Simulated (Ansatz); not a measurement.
The start is a generated cell, K placed in the beta-W structure type. A full variable-cell relaxation at zero pressure is run with r2SCAN (plane waves to 500 eV, PAW, scalar-relativistic; Ansatz, a quantum-chemistry and plane-wave program). First-step values are on the input's coarse k-mesh.

Ansatz input (later rounds restart from its end on a renewed k-mesh):
Ansatz 0.2 input:
```yaml
crystal:
  lattice:
    - [8.35709, 0, 0]
    - [0, 8.35709, 0]
    - [0, 0, 8.35709]
  atoms:
    - { symbol: K, position: [0.25, 0, 0.5] }
    - { symbol: K, position: [0.75, 0, 0.5] }
    - { symbol: K, position: [0, 0.5, 0.25] }
    - { symbol: K, position: [0, 0.5, 0.75] }
    - { symbol: K, position: [0.5, 0.25, 0] }
    - { symbol: K, position: [0.5, 0.75, 0] }
    - { symbol: K, position: [0, 0, 0] }
    - { symbol: K, position: [0.5, 0.5, 0.5] }
basis: { ecutwfc: 500, ecutrho_ratio: 4, xc_grid: 4, fft_grid_basis: typed }
kpoints: { mp_grid: { grid: [4, 4, 4] } }
hamiltonian:
  xc: r2scan
  dispersion: none
  pseudopotentials: { azcp: { folder: ./paw }, kind: paw }
scf: { occupations: { method: fermi_dirac, width: 0.05 } }
relax: { f_tol: 0.01, max_steps: 100, cell: { stress_tol: 0.02 } }
output: { forces: true, stress: true }
```

Q: How much energy is released per atom?

A: Under 0.01 eV/atom.

Q: How does the volume change?

A: +5.0 %, from 72.96 to 76.59 Å³/atom.

Q: Is the relaxed structure metallic? Give its gap.

A: No gap (metallic).

Q: Write out the relaxed structure.

A: 
```cif
data_K8
_chemical_formula_sum 'K8'
_space_group_name_H-M_alt 'Pm-3n'
_space_group_IT_number 223
_space_group_name_Hall '-P 4n 2 3'
_cell_length_a 8.49339
_cell_length_b 8.49339
_cell_length_c 8.49339
_cell_angle_alpha 90.000
_cell_angle_beta 90.000
_cell_angle_gamma 90.000
loop_
_atom_site_label
_atom_site_type_symbol
_atom_site_symmetry_multiplicity
_atom_site_Wyckoff_symbol
_atom_site_fract_x
_atom_site_fract_y
_atom_site_fract_z
_atom_site_occupancy
K1 K 6 c 0.00000 0.50000 0.25000 1
K2 K 2 a 0.00000 0.00000 0.00000 1
```

The space group stays Pm-3n (No. 223) (the run could not lower it), with 8 atoms in the primitive cell. Final values are on a 6×6×6 k-mesh of the relaxed cell. No spin polarisation in the result.

The run could not lose the symmetry of its start; a randomly shaken copy of 8 atoms returns to this structure.

All atoms sit on sites fixed by symmetry, so only the cell could relax.

The relaxed structure here is a generated cell of K: the first start was made by placing the elements on the sites of a structure type, and the end was not matched to a known phase here, so it may be hypothetical. Known forms of K include space group No. 229.
